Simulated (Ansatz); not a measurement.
NaHO in space group Cmcm (No. 63; Na on 4c, H on 4c, O on 4c), DFT-PBEsol in the program Ansatz with PAW potentials. The conduction-band minimum lies at Γ, with 1 equivalent valley. Second derivatives d²E/dk² of the lowest band at one valley (eV·Å²), along Cartesian directions:

```csv
direction,d²E/dk²
[100],16.94
[010],13.90
[001],18.23
[110],15.42
[101],17.59
[011],16.06
```

Task: Find the principal effective masses, the density-of-states mass and the conductivity mass.

Result: Off-diagonal terms follow from H_xy = H[110] − (H_xx + H_yy)/2, and m*/mₑ = 7.620 eV·Å² over each eigenvalue: 0.42, 0.45, 0.55. One valley's DOS mass (m₁m₂m₃)^(1/3) = 0.47, conductivity mass 3/(Σ 1/mᵢ) = 0.47 mₑ.

Task: What effective density of states Nc follows at 300 K for parabolic valleys?

Result: Nc = 2.509e19 × 1 × (0.47)^(3/2) ≈ 8.1e18 cm⁻³.

The first step of the workflow began from a Materials Project structure, measured or hypothetical; the Crystallography Open Database copy checked does not list it. COD files the formula under space group No. 11. Whether it is the stable phase at ambient conditions was not checked. The cell was relaxed with PBEsol under the symmetry of its start; whether a distortion lowers the energy is not shown.

Potentials: the later of the program's two PAW sets.

Edges and masses are those of Kohn–Sham bands, whose gap is no quasiparticle gap.
